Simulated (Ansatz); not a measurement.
Given:

SnGe3:
```yaml
crystal:
  lattice:
    - [-2.23883, 2.23883, 4.31841]
    - [2.23883, -2.23883, 4.31841]
    - [2.23883, 2.23883, -4.31841]
  atoms:
    - { symbol: Sn, position: [0.00000, 0.00000, 0.00000] }
    - { symbol: Ge, position: [0.75000, 0.25000, 0.50000] }
    - { symbol: Ge, position: [0.25000, 0.75000, 0.50000] }
    - { symbol: Ge, position: [0.50000, 0.50000, 0.00000] }
```

This is the PBE-relaxed structure.

### Question
All from DFT-PBE in the program Ansatz with PAW potentials, unless another level is named. Estimate the electronic character.

### Answer
metallic (no gap).

### Question
Predict the density of states at the Fermi level.

### Answer
0.44 states/eV per atom (mean over ±0.08 eV).

### Question
And the formation energy from the elements (no fitted shifts)?

### Answer
0.29 eV/atom.

Space group I4/mmm. The first step of the workflow began from a Materials Project structure, measured or hypothetical; the Crystallography Open Database copy checked does not list it. Whether it is the stable phase at ambient conditions was not checked. The cell was relaxed with PBE under the symmetry of its start; its stability against distortions is not shown here. Its formation energy is positive at this level, so the cell may be metastable or incomplete. The references are the lowest solids computed at this level, not always the standard phases. Spin–orbit coupling is left out wherever it is not named.

Potentials: the later of the program's two PAW sets.
